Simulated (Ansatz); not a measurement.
Q: Each is relaxed and computed with DFT-PBEsol in the program Ansatz with PAW potentials. Which is the only one with a gap?
A. SiGe, R-3m (Si on 6c, Ge on 6c)
B. CaSi2, R-3m (Ca on 6c, Si on 6c, Si on 6c)
C. GeMo3, A15 (Cr3Si type)
D. HfGe, P-6m2 (Hf on 1a, Ge on 1f)

A: A, SiGe, R-3m (Si on 6c, Ge on 6c). SiGe: gap 0.32 eV (indirect); CaSi2: metal; GeMo3: metal; HfGe: metal. Constructed cells (a structure type filled with these elements, in neither database checked): HfGe, P-6m2 (Hf on 1a, Ge on 1f). Typed or built starts, not in the databases checked: SiGe, R-3m (Si on 6c, Ge on 6c). Standing as an ambient phase not checked: CaSi2, R-3m (Ca on 6c, Si on 6c, Si on 6c); GeMo3, A15 (Cr3Si type). All cells were relaxed under the symmetry of their starts (and spin orders); stability against distortions was not tested throughout. Rows with no word on spin ran without spin polarisation. Spin–orbit coupling is left out wherever it is not named.

Potentials: the later of the program's two PAW sets.
